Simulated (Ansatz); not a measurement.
An elastic constant from a strain scan in AlNi

These are results of DFT PBEsol, scalar-relativistic, plane waves, PAW (Ansatz 0.2.0), not measurements. Settings: plane waves to 420 eV, k-mesh 20×20×20 (Γ-centred), Gaussian smearing 0.15 eV. No spin polarisation. A magnetic state may lie lower. Energies are free energies at this smearing, counted from the undisturbed cell; pressure is positive in compression.

Reference structure (relaxed at this level; it needn't be the usual structure):

```
CELL_PARAMETERS angstrom
2.86217 0.00000 0.00000
0.00000 2.86217 0.00000
0.00000 0.00000 2.86217
ATOMIC_POSITIONS crystal
Al 0.00000 0.00000 0.00000
Ni 0.50000 0.50000 0.50000
```

The cell is strained by ε times the Voigt pattern (0, 0, 0, 0, 1, 0) (xx, yy, zz, yz, xz, xy; engineering shear) with fractional coordinates fixed. The cell holds 2 atoms in V0 = 23.45 Å³. The stress column is τ = (1/V0) dE/dε, got from the stress tensor σ (compression positive) at each point as −det(1 + εP) σ : P(1 + εP)⁻¹, with P the pattern as a tensor.

| ε | ΔE (meV/atom) | τ (GPa) |
| --- | --- | --- |
| -0.0350 | 5.702 | -4.461 |
| -0.0300 | 4.188 | -3.820 |
| -0.0250 | 2.907 | -3.181 |
| -0.0200 | 1.860 | -2.543 |
| -0.0150 | 1.046 | -1.907 |
| -0.0100 | 0.465 | -1.271 |
| -0.0050 | 0.116 | -0.635 |
| 0.0000 | 0.000 | 0.000 |
| 0.0050 | 0.116 | 0.635 |
| 0.0100 | 0.465 | 1.271 |
| 0.0150 | 1.046 | 1.907 |
| 0.0200 | 1.860 | 2.543 |
| 0.0250 | 2.907 | 3.181 |
| 0.0300 | 4.188 | 3.820 |
| 0.0350 | 5.702 | 4.461 |
| 0.0400 | ? | ? |

**Question.** Which combination of elastic constants does this scan measure, and how large is it?

**Answer.** For small ε, τ = τ0 + Kε with K = pᵀCp, which for this pattern is C44 in the cubic axes. The parabola through τ at ε = -0.0050, 0 and 0.0050 has slope K = 127 GPa at zero. The energies per cell, E = NΔE, of the same two points give K = 2[E(ε₊)/ε₊ − E(ε₋)/ε₋]/[(ε₊ − ε₋)V0] = 127 GPa, in agreement.

**Question.** Predict the withheld row at ε = 0.0400 from the harmonic law, and compare.

**Answer.** ΔE = V0(τ0 ε + Kε²/2)/N = 7.435 meV/atom and τ = 5.08 GPa. The calculation gives 7.452 meV/atom and 5.10 GPa, a miss of 0.2 % of the harmonic energy, so the harmonic law still holds here.

In a metal these slopes depend on the k mesh and the smearing.